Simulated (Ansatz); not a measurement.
# V₃Sb: constraining the magnetisation

V₃Sb is taken as an experimental structure (space group Pm-3n), 8 atoms in the cell. Source: COD entry 1527515, which need not be the ambient phase.

```
V Sb
1.0
     4.90000    0.00000    0.00000
     0.00000    4.90000    0.00000
     0.00000    0.00000    4.90000
V Sb
6 2
Cartesian
  1.2250 0.0000 2.4500
  2.4500 3.6750 0.0000
  3.6750 0.0000 2.4500
  2.4500 1.2250 0.0000
  0.0000 2.4500 3.6750
  0.0000 2.4500 1.2250
  0.0000 0.0000 0.0000
  2.4500 2.4500 2.4500
```

Numbers behind element symbols give the atom's place in this list.

Method: DFT, r2SCAN, PAW, plane waves, scalar-relativistic in Ansatz development build ahead of 0.2.0.

```json
{
 "Plane-wave cutoff": "500 eV",
 "k-point mesh": "4×4×4 (Γ-centred)",
 "Occupations": "Fermi–Dirac smearing, 0.1 eV"
}
```

Moments by site are taken inside atomic spheres; the rest lies between them.

r2SCAN tends to overstate moments and magnetic energies in itinerant metals.

For a metal this mesh leaves errors of several meV/atom.

The total moment of the cell is held fixed (separate Fermi levels for the two spins), shared at the start among the V atoms with one sign; no search for lower states follows. Energies are free energies per cell above the lowest run, the runs with a free moment included. A row is the solution that its start led to, not a proven minimum at that M. The run at M = 0 starts without moments and gives the spin-unpolarised solution; a state with cancelling moments wasn't tried, and may lie lower.

The run at M = 3.60 μB took 8 s on 2 threads of Intel(R) Xeon(R) 6975P-C, with other jobs on the host, peak memory 0.82 GiB.

| fixed M (μB/cell) | F − F(lowest) (meV/cell) | moments of V1 V2 V3 V4 V5 V6 (μB) |
| --- | --- | --- |
| 0.00 | 0 | 0.00 0.00 0.00 0.00 0.00 0.00 |
| 0.90 | 55 | 0.12 0.12 0.12 0.12 0.12 0.12 |
| 1.80 | ? | ? |
| 2.70 | 394 | 0.37 0.37 0.37 0.37 0.37 0.37 |
| 3.60 | 638 | 0.49 0.49 0.49 0.49 0.49 0.49 |
| 4.50 | ? | ? |
| 5.40 | 1235 | 0.74 0.74 0.74 0.74 0.74 0.74 |
| 6.30 | 1604 | 0.86 0.86 0.86 0.86 0.86 0.86 |
| 7.20 | 2002 | 0.97 0.97 0.97 0.97 0.97 0.97 |

Task: Fill in the row for M = 1.80 μB.

Result: 193 meV; moments V1 0.25, V2 0.25, V3 0.25, V4 0.25, V5 0.25, V6 0.25 μB.

Task: Fill in the row for M = 4.50 μB.

Result: 914 meV; moments V1 0.61, V2 0.61, V3 0.61, V4 0.61, V5 0.61, V6 0.61 μB.

With the constraint released: “parallel moments scaled by 0.1, free total moment [V1 0.20, V2 0.20, V3 0.20, V4 0.20, V5 0.20, V6 0.20 μB]” ends at 0.00 μB, 0 meV; “parallel moments, free total moment [V1 2.00, V2 2.00, V3 2.00, V4 2.00, V5 2.00, V6 2.00 μB]” ends at 0.00 μB, 0 meV.
